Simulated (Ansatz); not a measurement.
**PIr: from a first guess to the relaxed rocksalt type**

First guess:

```xyz
2
Lattice="0.0000 2.3690 2.3690 2.3690 0.0000 2.3690 2.3690 2.3690 0.0000" Properties=species:S:1:pos:R:3 pbc="T T T"
Ir    0.0000    0.0000    0.0000
P     2.3690    2.3690    2.3690
```

Level of theory: Ansatz 0.2.0, DFT, PBE, PAW with Ansatz's default frozen-core files, scalar-relativistic.

Cell and atoms relax within the symmetry of the start on a 13×13×13 k mesh with 0.05 eV Fermi–Dirac smearing.

The start is built from a prototype, known or not as a phase of this compound; the cutoff is 420 eV.

Spin–orbit coupling is left out, though it moves levels of the heavy atoms by tenths of an eV or more.

**Question.** What is the pressure of the first guess?

**Answer.** 32.7 GPa.

**Question.** What does it relax to?

**Answer.** a = 4.930 Å, b = 4.930 Å, c = 4.930 Å, α = 90.00°, β = 90.00°, γ = 90.00° (conventional cell), 14.97 Å³ per atom:
```cif
data_structure
_symmetry_space_group_name_H-M 'Fm-3m'
_symmetry_Int_Tables_number 225
_cell_length_a 4.9296
_cell_length_b 4.9296
_cell_length_c 4.9296
_cell_angle_alpha 90.000
_cell_angle_beta 90.000
_cell_angle_gamma 90.000
_cell_volume 119.79
loop_
_atom_site_label
_atom_site_type_symbol
_atom_site_symmetry_multiplicity
_atom_site_Wyckoff_symbol
_atom_site_fract_x
_atom_site_fract_y
_atom_site_fract_z
_atom_site_occupancy
Ir1 Ir 4 a 0.00000 0.00000 0.00000 1
P1 P 4 b 0.50000 0.00000 0.00000 1
```

**Question.** How much energy does the relaxation release?

**Answer.** 153 meV/atom.
